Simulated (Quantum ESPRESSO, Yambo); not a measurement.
Quasiparticle gap of Ca₃CdO₄

```
Ca3CdO4
1.0
    3.36720    -4.77921     0.00000
    3.36720     4.77921     0.00000
    0.00000     0.00000     3.39231
O Ca Cd
4 3 1
Cartesian
  3.36720   2.36475   0.00000
  3.36720  -2.36475   0.00000
  1.70185   0.00000   1.69616
  5.03255   0.00000   1.69616
  3.36720   0.00000   0.00000
  1.68360  -2.38960   1.69616
  1.68360   2.38960   1.69616
  0.00000   0.00000   0.00000
```

The geometry is that of Materials Project entry mp-755287, symmetrised and not relaxed again.

Starting point: norm-conserving PBEsol (Quantum ESPRESSO, 102 Ry, no spin-orbit coupling). G0W0 in Yambo: 2×2×4 Γ-centred k mesh, bands 5 to 175 and a 7 Ry block in the screening, 175 bands in G with the Bruneval-Gonze terminator, plasmon pole fitted at 27.2 eV.

| Item | Value |
|---|---|
| PBEsol gap along the band path | 2.58 eV |
| PBEsol gap between the mesh's edge points ((0, -0.5, 0) → Γ) | 2.58 eV |
| G0W0 gap between the same points | 4.12 eV |
| PBEsol smallest direct gap on the mesh (at Γ) | 2.78 eV |
| G0W0 direct gap at that point | 4.38 eV |

| k point | band | E PBEsol (eV) | E QP (eV) | shift (eV) | Z |
|---|---|---|---|---|---|
| Γ | VB | -0.20 | -0.96 | -0.76 | 0.79 |
| Γ | CB | 2.58 | 3.41 | 0.83 | 0.84 |
| (0, 0, -0.5) | VB | -0.43 | -1.12 | -0.69 | 0.79 |
| (0, 0, -0.5) | CB | 5.29 | 6.73 | 1.44 | 0.83 |
| (0, -0.5, 0) | VB | 0.00 | -0.71 | -0.71 | 0.79 |
| (0, -0.5, 0) | CB | 4.14 | 5.27 | 1.12 | 0.82 |
| (0, -0.5, -0.5) | VB | -0.08 | -0.82 | -0.74 | 0.79 |
| (0, -0.5, -0.5) | CB | 5.10 | 6.56 | 1.46 | 0.84 |
| (-0.5, -0.5, 0) | VB | -0.24 | -1.06 | -0.82 | 0.79 |
| (-0.5, -0.5, 0) | CB | 3.74 | 4.94 | 1.20 | 0.83 |
| (-0.5, -0.5, -0.5) | VB | -0.47 | -1.20 | -0.73 | 0.79 |
| (-0.5, -0.5, -0.5) | CB | 4.40 | 5.78 | 1.38 | 0.84 |

Energies count from the PBEsol valence-band maximum.

Convergence of the G0W0 settings was not tested.

Spin-orbit splittings are left out.

The structure is a Materials Project entry; no match was found in the copy of COD used, and its stability was not checked.
